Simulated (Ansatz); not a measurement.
Input and output for Nb: DFT, PBE, norm-conserving pseudopotentials, Ansatz's default files, scalar-relativistic (Ansatz 0.2.0).

The cell comes from a relaxation on PAW files under the same functional, begun from a database entry that needn't be the ground state.

Command: `ansatz run input.yaml --threads 1 --pin off --max-ram 3072MiB --backend cpu --events-out ev --progress --plain --runs-dir out` It took 7.1 s on 1 thread of Intel(R) Xeon(R) 6975P-C (Granite Rapids) (shared host), peak memory 0.44 GiB.

```yaml
crystal:
  lattice:
    - [-1.655437332, 1.655437332, 1.655437332]
    - [1.655437332, -1.655437332, 1.655437332]
    - [1.655437332, 1.655437332, -1.655437332]
  atoms:
    - { symbol: Nb, position: [0.0, 0.0, 0.0] }
kpoints:
  mp_grid: { grid: [22, 22, 22] }
scf:
  occupations: { method: fermi_dirac, width: 0.05 }
hamiltonian:
  xc: pbe
  pseudopotentials: { kind: nc }
output:
  forces: true
  stress: true
  eigenvalues: true
```

Output:

```
Engine: ansatz 0.2.0
Pseudopotentials: kind: nc
Pseudopotential: Nb, nc, valence charge 13, recommended cutoff 1115.666836 eV (normal), Nb.nc.azcp
Functional definition: PBE
  parameter kappa = 0.804
  parameter beta = 0.06672455060314922
  exchange = pbe_x(kappa = kappa, mu = beta*pi^2/3)
  correlation = pbe_c(beta = beta)
Crystal: 1 atoms, lattice volume = 18.147 Å³
Basis set: ecut = 1115.666836 eV, 1505 PW (Γ), exchange–correlation on 64×64×64 points (8 copies of the dense FFT grid, shifted against one another)
Bands: 11, of which v1, the nominal top of the filled ones, is band 7 counted from 1 (6 counted from 0)
Symmetry: 48 space group operations
Space group: Im-3m (ITA 229), of the structure as read, at distance tolerance 2.6e-5 Å
k-points: 328 of 10648
Non-local potential: Nb, projectors of the file, l = 0: 2, l = 1: 2, l = 2: 2, l = 3: 1
Initial density: superposition of atomic densities (chi_scale 0.1, normalization cell)
Initial wavefunctions: pseudopotential atomic-orbital guess
Functional: x = pbe(κ = 0.804, μ = 0.2195149727645171), c = pbe(β = 0.06672455060314922)
SCF iter   1: F=—  HF=-1806.632709 eV  |F-HF|=—  |Δ(HF+E_count)|=         —  Δρ=7.82e-2  dr2=1.23e0  ethr=3.10e-3  ⟨swp⟩=5.9  Hψ=26031  notcnv=0
preconditioner: auto → none  [metal: Δε(μ)=0.016 eV  Ē_g=7.837 eV  σ=0.050 eV  W_gap=0.08  n_scr=0 (ndim 8)  ℏωp=19.5 eV  f_vac=0.000  D(μ)=1.34/eV (n_scr^D=12)]
SCF iter   2: F=—  HF=-1806.195887 eV  |F-HF|=—  |Δ(HF+E_count)|=   4.37e-1  Δρ=2.43e-2  dr2=4.99e-2  ethr=3.10e-3  ⟨swp⟩=3.7  Hψ=11005  notcnv=0  defer=40
SCF iter   3: F=—  HF=-1806.190348 eV  |F-HF|=—  |Δ(HF+E_count)|=   5.54e-3  Δρ=8.83e-3  dr2=4.77e-3  ethr=3.84e-4  ⟨swp⟩=2.5  Hψ=5212  notcnv=0  defer=40
SCF iter   4: F=—  HF=-1806.190556 eV  |F-HF|=—  |Δ(HF+E_count)|=   2.07e-4  Δρ=4.40e-4  dr2=9.88e-6  ethr=3.67e-5  ⟨swp⟩=1.6  Hψ=4035  notcnv=0  defer=40
SCF iter   5: F=—  HF=-1806.190563 eV  |F-HF|=—  |Δ(HF+E_count)|=   7.69e-6  Δρ=3.44e-5  dr2=3.20e-8  ethr=7.69e-10  ⟨swp⟩=7.7  Hψ=26177  notcnv=0
SCF iter   6: F=-1806.190563 eV  HF=-1806.190563 eV  |F-HF|=2.99e-10  |Δ(HF+E_count)|=   1.81e-8  Δρ=4.05e-6  dr2=4.25e-10  ethr=2.47e-10  ⟨swp⟩=2.7  Hψ=13215  notcnv=0
SCF 1 converged in 6 iterations: F = -1806.190563 eV  dr2 = 4.25e-10
SCF converged after 6 iterations
Free energy (F): -1806.190563 eV
Harris-Foulkes:  -1806.190563 eV  (|F-HF|=2.99e-10)
Internal energy: -1806.177787 eV  (E = F + TS)
E sigma→0 (E₀):  -1806.184175 eV
Entropy (-TS):   -0.012776 eV (-12.776 meV/atom)
Fermi energy:    17.826448 eV
--- Per-component energies (eV) ---
  E_band       = -66.553780
  E_kinetic    = 494.211439
  E_local      = -918.044204  (includes V_loc(G=0)·N_el)
  E_nonlocal   = 211.204234
  E_hartree    = 203.804317
  E_xc         = -459.909335
  E_vxc        = -261.534125  (∫ρ·V_xc dr)
  E_ewald      = -1337.444238
  E_smearing   = -0.012776  (= −TS)
  E_closure    = 0.000000  (closes the sum)
  Σ components = -1806.190563   (vs F -1806.190563, Δ=0.00e0)
--- Forces (eV/Å), atoms counted from 1 ---
  atom   1  Nb    -0.00000000     0.00000000    -0.00000000
  max |Σ_I F_I| component: 1.12e-30 eV/Å
--- Stress (GPa, compression-positive) ---
       -0.026315      -0.000000       0.000000
       -0.000000      -0.026315      -0.000000
       -0.000000      -0.000000      -0.026315
  P = ⅓ Tr σ = -0.0263 GPa (-0.263 kbar)
--- Band table (eV; the first three rows and the last of 328) ---
  k-point 0: bands = ["-36.4999", "-11.8305", "-11.8305", "-11.8305", "11.9420", "18.2022", "18.2022", "18.2022", "21.0867", "21.0867", "31.9500"]
  k-point 1: bands = ["-36.4952", "-11.8596", "-11.8393", "-11.8307", "12.0271", "18.1493", "18.1907", "18.2833", "21.0024", "21.0866", "32.0210"]
  k-point 2: bands = ["-36.4813", "-11.9438", "-11.8650", "-11.8314", "12.2751", "17.9992", "18.1454", "18.5245", "20.7996", "21.0894", "32.2099"]
  k-point 327: bands = ["-36.0922", "-12.7405", "-12.7405", "-12.7405", "14.1520", "14.1520", "23.3916", "23.3916", "23.3916", "26.8435", "26.8435"]
```

The norm-conserving files are those that the library serves for this functional.
